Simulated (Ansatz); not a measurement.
Values for one crystal, relaxed and computed with plane-wave PAW r²SCAN (Ansatz code); other levels are named.

- Volume per atom = 23.06 Å³
- Electronic character = metallic (no gap)
- Density of states at the Fermi level = 0.58 states/eV per atom (mean over ±0.08 eV)
- Formation energy from the elements (no fitted shifts) = -117 kJ/mol-atom

Problem. Pick the material that matches.
(A) LaNi2Ge2, I4/mmm (La on 2a, Ni on 4d, Ge on 4e)
(B) Mg2Cu3Ge, P6_3/mmc (Mg on 4f, Cu on 6h, Ge on 2a)
(C) CeCuGe, P6_3/mmc (Ge on 2c, Ce on 2a, Cu on 2d)
(D) LaGePt, I4_1md (La on 4a, Ge on 4a, Pt on 4a)

Solution. D, LaGePt, I4_1md (La on 4a, Ge on 4a, Pt on 4a)

The first step of the workflow began from a Materials Project structure, measured or hypothetical; the Crystallography Open Database copy checked does not list it. With Ge and Pt taken as one species the cell has the higher symmetry I4_1/amd, so it may be an ordered model of a mixed-site phase. Its standing as an ambient phase is unchecked. The cell was relaxed with r²SCAN under the symmetry of its start; whether a distortion lowers the energy is not shown. No spin polarisation was allowed. The references are the lowest solids computed at this level, not always the standard phases. Scalar-relativistic: spin–orbit coupling is off unless named, which matters more the heavier the elements.

Potentials: the later of the program's two PAW sets.
